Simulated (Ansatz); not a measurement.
K2LiRhF6:
```xyz
10
Lattice="0.0000 4.0122 4.0122 4.0122 0.0000 4.0122 4.0122 4.0122 0.0000" Properties=species:S:1:pos:R:3 pbc="T T T"
K      6.0183     6.0183     6.0183
K      2.0061     2.0061     2.0061
Li     4.0122     4.0122     4.0122
Rh     0.0000     0.0000     0.0000
F      1.9778     4.0122     4.0122
F      6.0467     4.0122     4.0122
F      4.0122     1.9778     4.0122
F      4.0122     6.0467     4.0122
F      4.0122     4.0122     1.9778
F      4.0122     4.0122     6.0467
```

Relaxed with PBEsol. Special points in fractions of this cell's reciprocal vectors: Γ (0.000, 0.000, 0.000); X (0.500, 0.000, 0.500); U (0.625, 0.250, 0.625); K (0.375, 0.375, 0.750); L (0.500, 0.500, 0.500); W (0.500, 0.250, 0.750).

List the band energies nearest the valence-band maximum at these points for PBEsol with spin–orbit coupling in the plane-wave PAW code Ansatz.

In eV from the valence-band maximum; about four levels below and three above (degenerate sets whole), none deeper than 8.9 eV; points with the same levels are listed once.

```
k                                below                above
-  -----------------------------------  -------------------
Γ  -0.47 -0.47 -0.47 -0.47 -0.24 -0.24  2.36 2.36 2.36 2.36
X                -0.18 -0.18 0.00 0.00  1.83 1.83 2.37 2.37
U              -0.23 -0.23 -0.03 -0.03  1.93 1.93 2.23 2.23
L              -0.32 -0.32 -0.12 -0.12  2.09 2.09 2.11 2.11
W              -0.26 -0.26 -0.03 -0.03  1.97 1.97 2.19 2.19
```

Space group Fm-3m. The workflow started from a Materials Project entry (that database holds measured and hypothetical structures alike); the Crystallography Open Database copy checked does not list it. Whether it is the stable phase at ambient conditions was not checked. Symmetry was held in the PBEsol relaxation; of distortions, only those at the zone centre were tested. The run is not spin-polarised.

Potentials: the later of the program's two PAW sets.
